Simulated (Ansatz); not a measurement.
A distorted cell of CsSnI₃ (cubic perovskite):

```yaml
crystal:
  lattice:
    - [6.27122, 0.00000, 0.00000]
    - [0.00000, 6.27122, 0.00000]
    - [0.00000, 0.00000, 6.27122]
  atoms:
    - { symbol: Cs, position: [0.12244, 0.12244, 0.12244] }
    - { symbol: Sn, position: [0.50000, 0.50000, 0.50000] }
    - { symbol: I, position: [0.00000, 0.50000, 0.50000] }
    - { symbol: I, position: [0.50000, 0.50000, 0.00000] }
    - { symbol: I, position: [0.50000, 0.00000, 0.50000] }
```

Method: PBE (plane waves to 420 eV, PAW, scalar-relativistic; Ansatz, a first-principles code). k mesh 5×5×5 (Γ-centred), Fermi-Dirac smearing 0.05 eV. Energies are smeared free energies. Compression counts positive. CsSnI3 was relaxed with its symmetry unable to fall. Spin-orbit coupling is left out, though I is heavy. The PAW data are Ansatz's earlier set. This is a high-temperature form of CsSnI3.

Predict the force on every atom, in eV/Å.


| atom | Fx | Fy | Fz |
|---|---|---|---|
| Cs1 | -0.793 | -0.793 | -0.793 |
| Sn2 | 0.100 | 0.100 | 0.100 |
| I3 | -0.080 | 0.387 | 0.387 |
| I4 | 0.387 | 0.387 | -0.080 |
| I5 | 0.387 | -0.080 | 0.387 |

What is the stress tensor (GPa)?


```
   1.60     0.44     0.44
   0.44     1.60     0.44
   0.44     0.44     1.60
```
The pressure, a third of the trace, is 1.60 GPa.

In it atom 1 sits (0.768, 0.768, 0.768) Å away from its relaxed site. What is its energy relative to the relaxed cell?

466 meV/cell.

(For displaced atoms, the force is minus the slope of the energy, and its curvature is a force constant, which sets phonon frequencies.)
